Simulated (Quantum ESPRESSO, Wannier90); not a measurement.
CsGeI3 (Cm): Wannier90 run

```xyz
5
Lattice="4.3534 -4.2242 0.0000 4.3534 4.2242 0.0000 -0.3243 0.0000 6.1195" Properties=species:S:1:pos:R:3 pbc="T T T"
Cs    -0.6409     0.0000    -2.5297
Ge     3.2011     0.0000     0.8209
I      3.7198     0.0000    -2.5655
I      1.4009     2.0651     0.5706
I      1.4009    -2.0651     0.5706
```

Materials Project entry mp-28377; symmetrised, unrelaxed at this level. Not found in the COD (Crystallography Open Database) copy used, which has the formula in other groups; not checked further. The atoms lie within 0.1 Å of the higher space group R3m. Method: PBEsol plane waves in Quantum ESPRESSO 7.5 (PseudoDojo norm-conserving files, 63 Ry, spinors with spin-orbit coupling), Bloch states on a 4×4×4 mesh through Γ, Wannier90 4.0.1. Density: 6×6×6 mesh, cold smearing 0.01 Ry.

Bands 13-14 form an isolated set from -12.99 to -12.54 eV relative to the valence-band maximum (on the path) and are turned into 2 Wannier functions by minimising the spread from the start: SCDM (isolated).

Question: Where do the functions sit, how wide are they and what are they made of?

Answer: 
```
functions  spread (Å²)  nearest atom, distance (Å)  second atom, distance (Å)  weight on atomic waves
---------  -----------  --------------------------  -------------------------  ----------------------
2                 6.69                     Ge 1.03                     I 2.31   I 5s 81 %, Ge 4s 10 %
```

Ω_I = 13.15 Å², Ω_total = 13.39 Å²; the interpolated bands follow pw.x to 2.0 meV rms on the path. Only this start was tried; a symmetric start can stop on a saddle, and mixtures of these functions could lower the total by at most Ω_total − Ω_I.
